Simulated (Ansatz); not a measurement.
BiPd:
```
CELL_PARAMETERS angstrom
      4.21855     0.00000     0.00000
     -2.10927     3.65337     0.00000
      0.00000     0.00000     5.58651
ATOMIC_POSITIONS crystal
  Bi 0.33333 0.66667 0.25000
  Bi 0.66667 0.33333 0.75000
  Pd 0.00000 0.00000 0.50000
  Pd 0.00000 0.00000 0.00000
```

Relaxed with LDA. Special points in fractions of this cell's reciprocal vectors: Γ (0.000, 0.000, 0.000); M (0.500, 0.000, 0.000); K (0.333, 0.333, 0.000); A (0.000, 0.000, 0.500); L (0.500, 0.000, 0.500); H (0.333, 0.333, 0.500).

Task: List the band energies nearest the Fermi level at these points for the program Ansatz at the LDA level (PAW).

Result: In eV from the Fermi level; about four levels below and three above (degenerate sets whole), none deeper than 8.9 eV; points with the same levels are listed once.

```
k                                below                above
-  -----------------------------------  -------------------
Γ              -2.94 -2.94 -2.03 -2.03       0.18 0.86 0.86
M              -2.13 -2.04 -2.00 -1.30       1.84 4.29 4.52
K              -1.96 -1.37 -0.21 -0.21       0.33 0.33 3.83
A  -2.96 -2.96 -2.96 -2.96 -0.81 -0.81  2.44 2.44 2.44 2.44
L              -2.78 -2.78 -2.48 -2.48  0.70 0.70 1.59 1.59
H              -2.16 -2.16 -1.59 -1.59  4.24 4.24 6.45 6.45
```

Space group P6_3/mmc (NiAs type). The first step of the workflow began from a Materials Project structure, measured or hypothetical; the Crystallography Open Database files this formula in space group No. 194, but the cells were not matched. Its standing as an ambient phase is unchecked. The LDA relaxation kept the symmetry of its start; of distortions, only those at the zone centre were tested. No spin polarisation was allowed. Scalar-relativistic: spin–orbit coupling is off unless named, which matters more the heavier the elements.

Potentials: the later of the program's two PAW sets.
